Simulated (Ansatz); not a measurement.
Values for one crystal, relaxed and computed with the program Ansatz at the PBEsol level (PAW); other levels are named.

```yaml
volume_per_atom: 16.76 Å³
electronic_character: metallic (no gap)
highest_zone_centre_frequency: 157 cm^-1
Bulk modulus (Birch–Murnaghan fit): 239 GPa
mechanical_stability: stable (all eigenvalues of C positive)
Pressure derivative B′: 4.2
Formation energy from the elements (no fitted shifts): -0.65 eV/atom
```

### Question
Which compound is it?
A) HfOs, CsCl type
B) GaCo, CsCl type
C) MnPd, CsCl type
D) SrCd, CsCl type

### Answer
A, HfOs, CsCl type

Space group Pm-3m (CsCl type). The workflow started from a Materials Project entry (that database holds measured and hypothetical structures alike); the Crystallography Open Database files this formula in space group No. 221, but the cells were not matched. Its standing as an ambient phase is unchecked. The PBEsol relaxation kept the symmetry of its start; of distortions, only those at the zone centre were tested. The run is not spin-polarised. As this level gives no gap, phonon frequencies hold no LO–TO term and depend on the k-mesh and smearing (Fermi–Dirac, 0.1 eV here). The references are the lowest solids computed at this level, not always the standard phases. Scalar-relativistic: spin–orbit coupling is off unless named, which matters more the heavier the elements.

Potentials: the later of the program's two PAW sets.
